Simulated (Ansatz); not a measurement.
HgTe (zinc blende)

```xyz
2
Lattice="0.0000 3.2867 3.2867 3.2867 0.0000 3.2867 3.2867 3.2867 0.0000" Properties=species:S:1:pos:R:3 pbc="T T T"
Te     4.9301     4.9301     4.9301
Hg     0.0000     0.0000     0.0000
```

The relaxed cell is deformed in two ways at once: its volume V is scaled, and at that volume it is stretched along z (the c axis of the conventional cell) so that c/a changes. Fractional atomic positions are held.

Level of theory: r2SCAN (plane waves to 500 eV, PAW, scalar-relativistic; Ansatz, an electronic-structure program). k mesh 12×12×12 (Γ-centred), Fermi-Dirac smearing 0.05 eV. E stands for the smeared free energy. With partly filled bands, the response to shear is sensitive to the k mesh, so small differences along c/a are uncertain. At this level the bands of HgTe touch or barely overlap. HgTe was relaxed with its symmetry unable to fall. Spin-orbit coupling is left out, though Hg and Te are heavy. The PAW data are Ansatz's earlier set. The zero of ΔE is the relaxed starting cell.

```csv
ΔE (eV/atom),V/V₀ = 0.920,V/V₀ = 0.960,V/V₀ = 1.000,V/V₀ = 1.040,V/V₀ = 1.080
(c/a)/(c/a)₀ = 0.920,0.039,[?],0.007,[?],0.033
(c/a)/(c/a)₀ = 0.960,0.035,0.009,0.002,0.009,0.026
(c/a)/(c/a)₀ = 1.000,0.034,0.008,0.000,0.007,0.024
(c/a)/(c/a)₀ = 1.040,0.035,0.009,0.002,0.009,0.026
(c/a)/(c/a)₀ = 1.080,0.039,[?],0.007,[?],0.033
```

Problem. Some entries are withheld; supply them.

Solution. 
- (c/a)/(c/a)₀ = 0.920, V/V₀ = 0.960: 0.014
- (c/a)/(c/a)₀ = 0.920, V/V₀ = 1.040: 0.014
- (c/a)/(c/a)₀ = 1.080, V/V₀ = 0.960: 0.014
- (c/a)/(c/a)₀ = 1.080, V/V₀ = 1.040: 0.015

(A scan under strain: stresses follow from slopes of the energy per volume, elastic moduli from its curvatures.)
